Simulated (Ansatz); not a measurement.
The elements of this relaxed trial crystal are hidden behind letters.

```
lattice vectors (Å)
   5.2312    0.0000    0.0000
  -2.6156    4.5304    0.0000
   0.0000    0.0000    4.7743
fractional positions
X 0.5000 0.0000 0.5000
X 0.0000 0.5000 0.5000
X 0.5000 0.5000 0.5000
Z 0.0000 0.0000 0.0000
Q 0.0000 0.0000 0.5000
```

The calculation used DFT PBE, scalar-relativistic, plane waves, PAW in Ansatz. The final run on the 5-atom cell used 420 eV, a Γ-centred 12×12×8 mesh, 0.10 eV smearing and no spin polarisation.

| Property | Result |
| --- | --- |
| Space group | P6/mmm (No. 191) |
| Conventional cell | a = 5.231 Å, c = 4.774 Å |
| Volume per atom | 22.63 Å³ |
| Density | 4.49 g/cm³ |
| Energy over the elements | +0.23 eV/atom |
| Gap on the 12×12×8 mesh of the 5-atom cell | 0 eV (a metal) |

Energies are uncorrected and count from the elements' standard states at the same level.

**Question.** X is a p-block element of period 3, Z is a p-block element of period 6 and Q is a p-block element of period 2. Which elements are they?

**Answer.** X = Al, Z = Bi, Q = O, so the formula is Al3BiO. Density times volume gives a mean mass of 4.49 × 22.63/1.6605 = 61.2 u per atom, and this set has 61.2 u. Around Al lie 2 O at 2.62 Å and 4 Al at 2.62 Å; around Bi lie 2 O at 2.39 Å; O has 2 Bi at 2.39 Å and 6 Al at 2.62 Å. Other sets within the hints have nearly the same mass, so mass alone doesn't settle it; this one was computed.

Spin–orbit coupling, which can matter for Bi, is left out. A structure relaxed within its symmetry needn't be a true minimum. Another cell of Al3BiO relaxed alike, in P4mm, lies 0.58 eV/atom lower, so this cell isn't the stable form at this level.
